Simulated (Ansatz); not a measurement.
WC in space group Cmcm (No. 63; C on 4c, W on 4c) at seven volumes, the program Ansatz at the PBE level (PAW), shape and atoms relaxed at each. One row is withheld.

```tsv
V (Å³/atom)	P (GPa)
9.532	37.12
9.846	22.34
10.160	10.19
10.475	0.01
10.789	-8.41
11.103	-15.30
11.417	?
```

Question: Fit the shown pressures and predict the withheld one.

Answer: P = (3/2)B₀(x^(7/2) − x^(5/2))[1 + (3/4)(B′ − 4)(x − 1)] with x = (V₀/V)^(2/3). Least squares on the six rows gives V₀ = 10.475 Å³/atom, B₀ = 307 GPa, B′ = 5.27. At V = 11.417, x = 0.9442 and P = -21.07 GPa. The run itself gave -21.20 GPa.

A made-up cell: these elements were put on the sites of a structure type; neither database checked (COD, Materials Project) lists it. It is not the phase usual at ambient conditions (space group No. 187). The PBE relaxation kept the symmetry of its start; whether a distortion lowers the energy is not shown. No spin polarisation was allowed. Spin–orbit coupling is left out wherever it is not named.

Potentials: the later of the program's two PAW sets.
